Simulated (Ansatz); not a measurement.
Property card for MgCd

MgCd:
```xyz
4
Lattice="4.9185 0.0000 0.0000 0.0000 3.2394 0.0000 0.0000 0.0000 5.1530" Properties=species:S:1:pos:R:3 pbc="T T T"
Cd     1.2296     0.0000     0.9441
Cd     3.6889     0.0000     4.2089
Mg     1.2296     1.6197     3.5454
Mg     3.6889     1.6197     1.6076
```

Space group Pmma (No. 51); conventional cell a = 4.9185 Å, b = 3.2394 Å, c = 5.1530 Å, α = 90.00°, β = 90.00°, γ = 90.00°.

Method: PBEsol in the plane-wave PAW code Ansatz. Geometry: relaxed at this level of theory. Other levels are named where they apply.

Cell and energy:

```yaml
volume_per_atom: 20.53 Å³
density: 5.53 g/cm³
Formation energy from the elements (no fitted shifts): -0.12 eV/atom
```

Electronic structure:

```yaml
electronic_character: metallic (no gap)
Density of states at the Fermi level: 0.28 states/eV per atom (mean over ±0.08 eV)
Gap with spin–orbit coupling: none (metallic)
```

Mechanics:

```yaml
Bulk modulus (Birch–Murnaghan fit): 499 kbar
Pressure derivative B′: 4.6
```

Charges:

```yaml
bader_charges: Cd -1.36, Mg +1.36 e
```

The workflow started from an entry of the Crystallography Open Database (COD). Whether it is the stable phase at ambient conditions was not checked. Symmetry was held in the PBEsol relaxation; whether a distortion lowers the energy is not shown. Axis ratios of metals converge slowly with the k-mesh, so a and c are less sure than the volume. The references are the lowest solids computed at this level, not always the standard phases. Spin–orbit coupling is left out wherever it is not named.

Potentials: the later of the program's two PAW sets.
